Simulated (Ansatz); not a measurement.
Ansatz input file:

```yaml
crystal:
  lattice:
    - [4.2428263782, 0.0, 0.0]
    - [0.0, 4.2428263782, 0.0]
    - [0.0, 0.0, 4.2428263782]
  atoms:
    - { symbol: Ga, position: [0.0, 0.0, 0.0] }
    - { symbol: Ge, position: [0.0, 0.5, 0.5] }
    - { symbol: Ge, position: [0.5, 0.0, 0.5] }
    - { symbol: Ge, position: [0.5, 0.5, 0.0] }
basis:
  ecutwfc: 420
kpoints:
  mp_grid: { grid: [10, 10, 10] }
hamiltonian:
  xc: pbesol
scf:
  occupations: { method: gaussian, width: 0.1 }
output:
  forces: true
  stress: true
  eigenvalues: true
```

Command:
```bash
ansatz run input.yaml --threads 1 --pin off --max-ram 1331MiB --backend cpu --events-out ev --progress --plain --runs-dir out
```

Method: Ansatz, DFT PBEsol, scalar-relativistic, plane waves, PAW.

From the run's log, abridged:

```
Pseudopotentials: kind: paw
Pseudopotential: Ga, paw, valence charge 13, recommended cutoff 420 eV (normal)
Pseudopotential: Ge, paw, valence charge 14, recommended cutoff 420 eV (normal)
Functional definition: PBEsol
Crystal: 4 atoms, lattice volume = 76.378 Å³
Basis set: ecut = 420 eV, 1503 PW (Γ), exchange–correlation on 60×60×60 points (8 copies of the dense FFT grid, shifted against one another)
Bands: 33, of which v1, the nominal top of the filled ones, is band 28 counted from 1 (27 counted from 0)
Symmetry: 48 space group operations
Space group: Pm-3m (ITA 221), of the structure as read, at distance tolerance 4.2e-5 Å
k-points: 56 of 1000
Initial density: superposition of atomic densities (neutral atoms: chi_scale 0, normalization atom), corrected by the library's trained network
Initial wavefunctions: pseudopotential atomic-orbital guess
Functional: x = pbesol(κ = 0.804, μ = 0.12345679), c = pbesol(β = 0.046)
SCF iter   1: F=—  HF=-16502.851426 eV  |F-HF|=—  |Δ(HF+E_count)|=         —  Δρ=1.62e-3  dr2=1.06e-3  ethr=1.77e-3  ⟨swp⟩=6.2  Hψ=6772  notcnv=0
SCF iter   2: F=—  HF=-16502.849216 eV  |F-HF|=—  |Δ(HF+E_count)|=   2.21e-3  Δρ=7.07e-4  dr2=2.57e-4  ethr=1.93e-6  ⟨swp⟩=2.0  Hψ=3784  notcnv=0
SCF iter   3: F=—  HF=-16502.849190 eV  |F-HF|=—  |Δ(HF+E_count)|=   2.59e-5  Δρ=3.02e-4  dr2=6.58e-5  ethr=4.68e-7  ⟨swp⟩=1.2  Hψ=1899  notcnv=0
SCF iter   4: F=—  HF=-16502.849215 eV  |F-HF|=—  |Δ(HF+E_count)|=   2.53e-5  Δρ=5.14e-5  dr2=3.48e-6  ethr=1.20e-7  ⟨swp⟩=2.0  Hψ=2497  notcnv=0
SCF iter   5: F=—  HF=-16502.849215 eV  |F-HF|=—  |Δ(HF+E_count)|=   6.33e-7  Δρ=4.39e-5  dr2=9.93e-7  ethr=6.32e-9  ⟨swp⟩=2.0  Hψ=2500  notcnv=0
SCF iter   6: F=—  HF=-16502.849214 eV  |F-HF|=—  |Δ(HF+E_count)|=   7.49e-7  Δρ=1.97e-5  dr2=1.90e-7  ethr=1.81e-9  ⟨swp⟩=2.0  Hψ=3308  notcnv=0
SCF iter   7: F=-16502.849214 eV  HF=-16502.849214 eV  |F-HF|=6.55e-8  |Δ(HF+E_count)|=   8.94e-8  Δρ=1.09e-5  dr2=3.57e-8  ethr=1.82e-10  ⟨swp⟩=6.6  Hψ=7353  notcnv=0
SCF 1 converged in 7 iterations: F = -16502.849214 eV  dr2 = 3.57e-8
SCF converged after 7 iterations
Free energy (F): -16502.849214 eV
Harris-Foulkes:  -16502.849214 eV  (|F-HF|=6.55e-8)
Internal energy: -16502.840423 eV  (E = F + TS)
E sigma→0 (E₀):  -16502.844819 eV
Entropy (-TS):   -0.008791 eV (-2.198 meV/atom)
Fermi energy:    10.521170 eV
--- Per-component energies (eV) ---
  E_band       = -389.682583
  E_kinetic    = 444.895790
  E_local      = -8211.860222  (includes V_loc(G=0)·N_el)
  E_nonlocal   = 1672.382490
  E_hartree    = 3639.990185
  E_xc         = -293.882220
  E_vxc        = -252.177696  (∫ρ·V_xc dr)
  E_paw        = -7871.310311  (= ΣΔE_a)
  E_vpaw       = -1322.921357  (= ΣTr[D̂ρ^β])
  E_aug_tail   = 0.000876  (compensation charges beyond the density's cutoff)
  E_ewald      = -5886.673797
  E_core_change = 3.616786  (= ΣΔE_core)
  E_smearing   = -0.008791  (= −TS)
--- Forces (eV/Å), atoms counted from 1 ---
  atom   1  Ga     0.00000000     0.00000000     0.00000000
  atom   2  Ge     0.00000000     0.00000000     0.00000000
  atom   3  Ge     0.00000000     0.00000000     0.00000000
  atom   4  Ge     0.00000000     0.00000000     0.00000000
--- Stress (GPa, compression-positive) ---
       -2.502247       0.000000       0.000000
        0.000000      -2.502247       0.000000
        0.000000       0.000000      -2.502247
  P = ⅓ Tr σ = -2.5022 GPa (-25.022 kbar)
--- Band table (eV; the first three rows and the last of 56) ---
  k-point 0: bands = ["-14.2842", "-14.2842", "-14.2842", "-14.2721", "-14.2409", "-14.2409", "-14.2076", "-14.2076", "-14.2076", "-14.1832", "-14.1832", "-14.1615", "-14.1452", "-14.1452", "-14.1452", "-4.2868", "-4.2868", "-4.2686", "-4.2686", "-4.2686", "-2.2143", "4.9521", "4.9521", "6.5881", "6.5881", "6.5881", "7.1443", "13.1243", "13.1243", "13.1243", "14.0582", "14.0582", "14.0582"]
  k-point 1: bands = ["-14.2837", "-14.2811", "-14.2811", "-14.2700", "-14.2406", "-14.2390", "-14.2081", "-14.2077", "-14.2077", "-14.1849", "-14.1831", "-14.1631", "-14.1486", "-14.1486", "-14.1452", "-4.2864", "-4.2853", "-4.2698", "-4.2698", "-4.2686", "-2.1330", "4.2218", "4.9899", "6.5224", "6.6774", "6.6774", "8.1250", "12.7091", "12.8193", "12.8193", "13.5183", "13.8919", "13.8919"]
  k-point 2: bands = ["-14.2824", "-14.2720", "-14.2720", "-14.2641", "-14.2398", "-14.2339", "-14.2094", "-14.2079", "-14.2079", "-14.1897", "-14.1830", "-14.1676", "-14.1584", "-14.1584", "-14.1452", "-4.2854", "-4.2814", "-4.2729", "-4.2729", "-4.2685", "-1.8895", "3.0115", "5.0947", "6.6460", "6.9435", "6.9435", "9.7449", "11.8794", "11.8794", "11.8934", "12.5360", "13.9950", "13.9950"]
  k-point 55: bands = ["-14.2522", "-14.2499", "-14.2499", "-14.2499", "-14.2472", "-14.2472", "-14.2472", "-14.1967", "-14.1967", "-14.1924", "-14.1924", "-14.1924", "-14.1572", "-14.1572", "-14.1572", "-4.2991", "-4.2991", "-4.2991", "-4.2545", "-4.2545", "2.6788", "2.6788", "2.6788", "4.9801", "5.1836", "5.4381", "5.4381", "5.4381", "17.2715", "17.2715", "17.3212", "17.3212", "17.3212"]
```

The calculation finished and met its thresholds.